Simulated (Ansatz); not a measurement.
NiAsRh:
```cif
data_As2Ni2Rh2
_chemical_formula_sum 'Ni2 Rh2 As2'
_space_group_name_H-M_alt 'P4/nmm :1'
_space_group_IT_number 129
_space_group_name_Hall 'P 4ab 2ab -1ab'
_cell_length_a 3.58414
_cell_length_b 3.58414
_cell_length_c 6.11034
_cell_angle_alpha 90.000
_cell_angle_beta 90.000
_cell_angle_gamma 90.000
loop_
_space_group_symop_operation_xyz
  'x, y, z'
  '-y+1/2, x+1/2, z'
  '-x, -y, z'
  'y+1/2, -x+1/2, z'
  'x+1/2, -y+1/2, -z'
  '-y, -x, -z'
  '-x+1/2, y+1/2, -z'
  'y, x, -z'
  '-x+1/2, -y+1/2, -z'
  'y, -x, -z'
  'x+1/2, y+1/2, -z'
  '-y, x, -z'
  '-x, y, z'
  'y+1/2, x+1/2, z'
  'x, -y, z'
  '-y+1/2, -x+1/2, z'
loop_
_atom_site_label
_atom_site_type_symbol
_atom_site_symmetry_multiplicity
_atom_site_Wyckoff_symbol
_atom_site_fract_x
_atom_site_fract_y
_atom_site_fract_z
_atom_site_occupancy
Ni1 Ni 2 a 0.00000 0.00000 0.00000 1
Rh1 Rh 2 c 0.50000 0.00000 0.36182 1
As1 As 2 c 0.00000 0.50000 0.25083 1
```

Relaxed with r²SCAN.

**Question.** Tabulate the valence density and the electron localisation function along the shortest Ni–Ni contact (2.53 Å), the program Ansatz at the r²SCAN level (PAW).

**Answer.** 

```csv
distance from Ni (Å),density (e/Å³),ELF
0.25,33.98,0.58
0.38,17.35,0.47
0.51,7.63,0.37
0.63,3.16,0.29
0.76,1.34,0.23
0.89,0.64,0.19
1.01,0.41,0.18
1.14,0.33,0.21
1.27,0.30,0.23
1.39,0.33,0.21
1.52,0.41,0.18
1.65,0.64,0.19
1.77,1.34,0.23
1.90,3.16,0.29
2.03,7.62,0.37
2.15,17.40,0.47
2.28,33.91,0.58
```

The density is the valence pseudo-density with augmentation charge, so density and ELF within about 1 Å of a nucleus are not all-electron values.

The workflow started from an entry of the Crystallography Open Database (COD). Its standing as an ambient phase is unchecked. Symmetry was held in the r²SCAN relaxation; its stability against distortions is not shown here. The workflow began spin-polarised and lost its moments.

Potentials: the later of the program's two PAW sets.
